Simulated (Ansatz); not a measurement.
VRu:
```yaml
crystal:
  lattice:
    - [2.97119, 0.00000, 0.00000]
    - [0.00000, 2.97119, 0.00000]
    - [0.00000, 0.00000, 2.97119]
  atoms:
    - { symbol: V, position: [0.50000, 0.50000, 0.50000], spin: 0.3 }
    - { symbol: Ru, position: [0.00000, 0.00000, 0.00000], spin: 0.0 }
```

Relaxed with PBEsol.

Which orbitals make up the states near the Fermi level in PBEsol in the plane-wave PAW code Ansatz?

Within 0.5 eV of the Fermi level: V 3d 66 %, Ru 4d 30 %. Projections are on Löwdin-orthogonalised atomic valence shells; empty p or d shells of many metals are not among them.

Tabulate the density of states.

States/eV per cell of 2 atoms, in 0.25 eV bins, energy from the Fermi level.

```
E (eV)  total  Ru 4d  V 3d  Ru 5s
------  -----  -----  ----  -----
-7.85    0.07   0.00  0.00   0.04
-7.60    0.10   0.00  0.00   0.05
-7.35    0.13   0.00  0.00   0.07
-7.10    0.16   0.00  0.00   0.08
-6.85    0.19   0.01  0.00   0.09
-6.60    0.22   0.01  0.00   0.11
-6.35    0.27   0.02  0.01   0.13
-6.10    0.36   0.06  0.02   0.15
-5.85    0.90   0.40  0.13   0.19
-5.60    1.86   0.95  0.35   0.29
-5.35    2.47   1.36  0.51   0.33
-5.10    2.94   1.79  0.60   0.30
-4.85    2.99   2.00  0.64   0.12
-4.60    2.01   1.30  0.51   0.07
-4.35    2.38   1.60  0.55   0.08
-4.10    3.11   2.17  0.71   0.06
-3.85    3.19   2.28  0.80   0.05
-3.60    2.94   2.01  0.82   0.06
-3.35    2.39   1.61  0.69   0.05
-3.10    2.40   1.61  0.65   0.08
-2.85    2.68   1.76  0.72   0.11
-2.60    3.35   2.14  0.89   0.15
-2.35    2.88   1.69  0.88   0.11
-2.10    2.10   0.93  0.81   0.10
-1.85    1.96   0.86  0.76   0.07
-1.60    1.92   1.07  0.57   0.06
-1.35    0.80   0.28  0.32   0.04
-1.10    0.64   0.19  0.28   0.03
-0.85    0.58   0.16  0.29   0.02
-0.60    0.64   0.18  0.35   0.02
-0.35    1.15   0.27  0.79   0.01
-0.10    2.40   0.51  1.78   0.01
0.15     3.96   0.97  2.87   0.01
0.40     5.71   2.24  3.34   0.02
0.65     4.04   1.32  2.59   0.03
0.90     4.65   1.46  3.00   0.08
1.15     2.83   0.73  1.91   0.10
1.40     2.81   0.52  2.11   0.11
1.65     3.19   0.59  2.38   0.13
1.90     2.25   0.56  1.47   0.12
2.15     1.79   0.49  1.14   0.07
2.40     1.25   0.35  0.77   0.05
2.65     0.82   0.19  0.44   0.06
2.90     0.70   0.12  0.32   0.08
3.15     0.63   0.10  0.25   0.08
3.40     0.60   0.09  0.20   0.09
3.65     0.58   0.08  0.17   0.10
3.90     0.56   0.07  0.15   0.10
4.15     0.55   0.06  0.13   0.10
4.40     0.54   0.06  0.11   0.10
4.65     0.52   0.05  0.10   0.09
```

Space group Pm-3m (CsCl type). The workflow started from an entry of the Crystallography Open Database (COD), which files this formula under 2 space groups. Whether it is the stable phase at ambient conditions was not checked. Symmetry was held in the PBEsol relaxation; whether a distortion lowers the energy is not shown. Spin order of the final state: ferromagnetic, the only order run, not a proven ground state. Spin–orbit coupling is left out wherever it is not named.

Potentials: the later of the program's two PAW sets.
